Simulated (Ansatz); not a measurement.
**Phonons of YHg₂ (AlB2-type structure)**

Method: PBEsol, scalar-relativistic; no spin polarisation; PAW, 420 eV, Gaussian smearing of 0.15 eV; code Ansatz. The datasets are Ansatz's generated set soft_2.

```
Y Hg
1.0
     4.83171    0.00000    0.00000
    -2.41586    4.18438    0.00000
     0.00000    0.00000    3.41731
Y Hg
1 2
Direct
  0.00000 0.00000 0.00000
  0.33333 0.66667 0.50000
  0.66667 0.33333 0.50000
```

The start was a prototype's sites filled with these elements; the Crystallography Open Database holds the compound in this structure.

Force constants come from finite displacements in a 2×2×2 supercell (the unit cell's 8×8×10 k-mesh, folded to it); the long-range dipole term is not included. Points in reciprocal vectors of this cell: Γ = (0.000, 0.000, 0.000), M = (0.500, 0.000, 0.000), K = (0.333, 0.333, 0.000), A = (0.000, 0.000, 0.500), L = (0.500, 0.000, 0.500), H = (0.333, 0.333, 0.500).

Frequencies at the named points (cm⁻¹, imaginary ones negative):
```tsv
point	ω (cm⁻¹)
Γ	0 0 0 42 98 116 116 137 137
M	39 41 46 77 83 93 120 121 156
K	40 40 46 79 79 82 134 134 142
A	30 51 51 59 107 107 138 138 170
L	30 35 44 88 100 108 114 140 170
H	30 30 43 104 104 104 104 133 172
```

(1) Is the structure dynamically stable along this path, and where does the spectrum end?

(2) What does the harmonic approximation give for the vibrational free energy, entropy and heat capacity?

Answers:

(1) Yes: no branch is imaginary beyond numerical noise. The highest frequency is 172 cm⁻¹, at H. Points that don't fit the supercell are interpolated.

(2) Zero-point energy 16.6 meV/atom.
| T (K) | F_vib (meV/atom) | S (J/K per mole of atoms) | C_V (J/K per mole of atoms) |
| --- | --- | --- | --- |
| 100 | 4.9 | 24.2 | 21.4 |
| 200 | -29.2 | 40.0 | 23.9 |
| 300 | -76.1 | 49.9 | 24.5 |
| 400 | -131.6 | 57.0 | 24.7 |
| 500 | -193.6 | 62.5 | 24.8 |
| 600 | -260.8 | 67.0 | 24.8 |
| 700 | -332.2 | 70.8 | 24.9 |
| 800 | -407.4 | 74.1 | 24.9 |
| 900 | -485.8 | 77.1 | 24.9 |
| 1000 | -567.1 | 79.7 | 24.9 |

The highest mode, 172 cm⁻¹, is worth 250 K. At 300 K the heat capacity has reached 98 % of the classical limit 3R = 24.9 J/K per mole of atoms, since all modes lie under k_BT.

The crystal is a metal or nearly so; low and unstable modes depend on mesh and smearing.

It ran for 4.4 min on 4 threads of Arm Neoverse V2 (shared host), peak memory 5.4 GiB.

These numbers lack spin–orbit coupling.
